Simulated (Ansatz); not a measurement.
A crystal relaxed with r2SCAN in Ansatz 0.2.0 has space group Pm (No. 6) and a = 5.743 Å, b = 3.849 Å, c = 6.880 Å, β = 91.0°.

```
atom  site       x       y       z
  Ga    1a  0.0053  0.0000  0.3509
  La    1b  0.0137  0.5000  0.8399
  La    1b  0.5306  0.5000  0.1725
  La    1a  0.5135  0.0000  0.6378
  Xx    1a  0.6712  0.0000  0.3251
  Xx    1b  0.5911  0.5000  0.8270
  Xx    1b  0.0980  0.5000  0.2088
  Xx    1a  0.0766  0.0000  0.6381
```

With r2SCAN the valence top lies at D and the conduction bottom at Γ, 0.86 eV higher; the smallest vertical gap, at Γ, is 1.24 eV. HSE06 gives an indirect gap of 1.53 eV, from D to Γ; the least direct gap is 1.91 eV at Γ. With PBE the valence top lies at D and the conduction bottom at Γ, 0.61 eV higher; the smallest vertical gap, at Γ, is 0.98 eV. Meshes: r2SCAN 4×6×4, HSE06 4×4×2, PBE 4×6×4. r2SCAN's ε∞ is 6.7, 8.0 and 7.2 along x, y and z.

Q: Which element is Xx?
A. N
B. Bi
C. As
D. P

A: A. Xx is N: La3GaN4, ordered on the wurtzite lattice (Pm) with 8 atoms a cell. Ga has 4 N at 1.92–2.23 Å; La has 4 N at 2.40–2.58 Å; La has 4 N at 2.33–2.50 Å; La has 4 N at 2.35–2.51 Å; N has 1 Ga at 1.92 Å and 3 La at 2.33–2.35 Å; N has 4 La at 2.36–2.43 Å; N has 2 Ga at 2.23 Å and 2 La at 2.50–2.58 Å; N has 1 Ga at 2.01 Å and 3 La at 2.40–2.51 Å.

(Calculated; spin-unpolarised; the phase may be known or hypothetical.)

Spin-orbit coupling is left out.

The meshes of the hybrids are coarse, so their gaps aren't converged to the digits shown.

For a response run the program warns that the ground state's bands aren't all converged, so ε∞ carries an extra error.
